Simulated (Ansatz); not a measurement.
BaTaO₃ (cubic perovskite, Pm-3m), DFT-PBEsol in the program Ansatz with PAW potentials, all energies at zero smearing, with the estimated change up to a 700 eV cutoff added, with one set of potentials and settings (totals compare only within such a set). Cell of 5 atoms (1 Ba, 1 Ta, 3 O): -17358.932 eV.

```json
[
 {"element": "Ba", "reference phase": "Im-3m, 1 atoms in the cell", "E (eV/atom)": "-5862.6098"},
 {"element": "Ta", "reference phase": "Im-3m, 1 atoms in the cell", "E (eV/atom)": "-9806.5011"},
 {"element": "O", "reference phase": "C2/m, 4 atoms in the cell, spin-polarised", "E (eV/atom)": "-558.3554"}
]
```

Formation energy per atom, worked out: (-17358.932 − 1×(-5862.6098) − 1×(-9806.5011) − 3×(-558.3554))/5 = -2.951 eV/atom (-285 kJ per mol of atoms), at 0 K, without zero-point energy or fitted corrections.

The workflow started from a Materials Project entry (that database holds measured and hypothetical structures alike); the Crystallography Open Database copy checked does not list it. Its standing as an ambient phase is unchecked. The cell was relaxed with PBEsol under the symmetry of its start; whether a distortion lowers the energy is not shown. No spin polarisation was allowed. The references are the lowest solids computed at this level, not always the standard phases (solids in place of the gases). Scalar-relativistic: spin–orbit coupling is off unless named, which matters more the heavier the elements.

Potentials: the later of the program's two PAW sets.
